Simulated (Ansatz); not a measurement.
A generator proposed this cell of NaAu7.

```cif
data_structure
_symmetry_space_group_name_H-M 'P 1'
_symmetry_Int_Tables_number 1
_cell_length_a 5.8856
_cell_length_b 5.8856
_cell_length_c 5.8856
_cell_angle_alpha 60.000
_cell_angle_beta 60.000
_cell_angle_gamma 60.000
_cell_volume 144.16
loop_
_atom_site_label
_atom_site_type_symbol
_atom_site_fract_x
_atom_site_fract_y
_atom_site_fract_z
_atom_site_occupancy
Na1 Na 0.00000 0.00000 0.00000 1
Au1 Au 0.50000 0.50000 0.50000 1
Au2 Au 0.00000 0.50000 0.00000 1
Au3 Au 0.50000 0.00000 0.00000 1
Au4 Au 0.00000 0.50000 0.50000 1
Au5 Au 0.50000 0.00000 0.50000 1
Au6 Au 0.00000 0.00000 0.50000 1
Au7 Au 0.50000 0.50000 0.00000 1
```

All numbers below come from DFT PBE, scalar-relativistic, plane waves, PAW in Ansatz 0.2.0. Plane waves to 420 eV, a k mesh through Γ of 4×4×4 on the computed 8-atom cell and Gaussian smearing (0.10 eV); no spin polarisation.

Formation energies are uncorrected and refer to the elements' standard structures at the same level.

Question: What does a single point on this coarse mesh give?

Answer: The pressure is 1.5 GPa (it wants to expand), the largest force is 0.00 eV/Å (symmetry fixes the atoms), and the energy is −0.07 eV/atom against the elements. The shortest distance is 2.94 Å.

Question: Is it a good guess?

Answer: A good one: relaxing gains under 0.1 eV/atom (the start's value is from the coarse mesh, so the gain is rough) in 4 ionic steps and ends at −0.10 eV/atom on the finer mesh. The symmetry stays Fm-3m (No. 225). The volume per atom grows by 0.6 %, from 18.0 to 18.1 Å³. The shortest distance goes from 2.94 Å (Na–Au and Au–Au) to 2.95 Å (Na–Au and Au–Au). Conventional cell: a = 8.340 Å. Na is surrounded by 12 Au at 2.95 Å; Au on a site of symmetry m-3m has 12 Au at 2.95 Å; Au on a site of symmetry mmm has 10 Au at 2.95 Å and 2 Na at 2.95 Å.

The last run used an 8×8×8 mesh for its 8-atom cell and Gaussian smearing of 0.10 eV. Spin–orbit coupling, which can matter for Au, is left out. The relaxation can't lower the symmetry of the start, and the grade says only how near the guess is to its own end. A structure relaxed within its symmetry needn't be a true minimum.
